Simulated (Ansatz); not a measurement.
NaCl:
```xyz
2
Lattice="0.0000 2.8480 2.8480 2.8480 0.0000 2.8480 2.8480 2.8480 0.0000" Properties=species:S:1:pos:R:3 pbc="T T T"
Na     0.0000     0.0000     0.0000
Cl     2.8480     2.8480     2.8480
```

Relaxed with PBE. Special points in fractions of this cell's reciprocal vectors: Γ (0.000, 0.000, 0.000); X (0.500, 0.000, 0.500); U (0.625, 0.250, 0.625); K (0.375, 0.375, 0.750); L (0.500, 0.500, 0.500); W (0.500, 0.250, 0.750).

Q: List the band energies nearest the valence-band maximum at these points for PBE in the plane-wave PAW code Ansatz.

A: In eV from the valence-band maximum; about four levels below and three above (degenerate sets whole), none deeper than 8.9 eV; points with the same levels are listed once.

```json
[
 {"k": "Γ", "below": "0.00 0.00 0.00", "above": "5.00 11.00 11.00 11.00"},
 {"k": "X", "below": "-1.58 -0.57 -0.57", "above": "7.43 8.07 11.11"},
 {"k": "U", "below": "-1.34 -1.06 -0.47", "above": "8.15 8.92 10.39"},
 {"k": "L", "below": "-1.83 -0.25 -0.25", "above": "7.21 10.39 10.82 10.82"},
 {"k": "W", "below": "-1.13 -1.13 -0.71", "above": "8.68 9.59 9.59"}
]
```

Space group Fm-3m (rock salt). Symmetry was held in the PBE relaxation.

Potentials: the earlier of the program's two PAW sets.
